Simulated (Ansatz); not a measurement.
BAs:
```
CELL_PARAMETERS angstrom
      3.19625     0.00000     0.00000
     -1.59813     2.76803     0.00000
      0.00000     0.00000     2.89733
ATOMIC_POSITIONS crystal
  B  0.00000 0.00000 0.00000
  As 0.66667 0.33333 0.50000
```

Relaxed with PBE. Special points in fractions of this cell's reciprocal vectors: Γ (0.000, 0.000, 0.000); M (0.500, 0.000, 0.000); K (0.333, 0.333, 0.000); A (0.000, 0.000, 0.500); L (0.500, 0.000, 0.500); H (0.333, 0.333, 0.500).

List the band energies nearest the Fermi level at these points for DFT-PBE in the program Ansatz with PAW potentials.

In eV from the Fermi level; about four levels below and three above (degenerate sets whole), none deeper than 8.9 eV; … stands for higher levels left out; points with the same levels are listed once.

| k | below | above |
|---|---|---|
| Γ | -0.84 -0.25 -0.25 | 1.73 4.42 4.42 |
| M | -2.90 | 1.22 2.09 5.11 |
| K | -8.87 -6.59 | 3.13 4.19 5.62 |
| A | – | 2.90 2.90 3.67 3.67 |
| L | -6.90 -6.03 -4.44 | 1.31 1.38 4.57 |
| H | -5.79 -4.34 -2.63 -1.68 | 9.32 … |

Space group P-6m2. A made-up cell: these elements were put on the sites of a structure type; neither database checked (COD, Materials Project) lists it. It is not the phase usual at ambient conditions (space group No. 216). The PBE relaxation kept the symmetry of its start; its stability against distortions is not shown here. Spin–orbit coupling is left out wherever it is not named.

Potentials: the earlier of the program's two PAW sets.
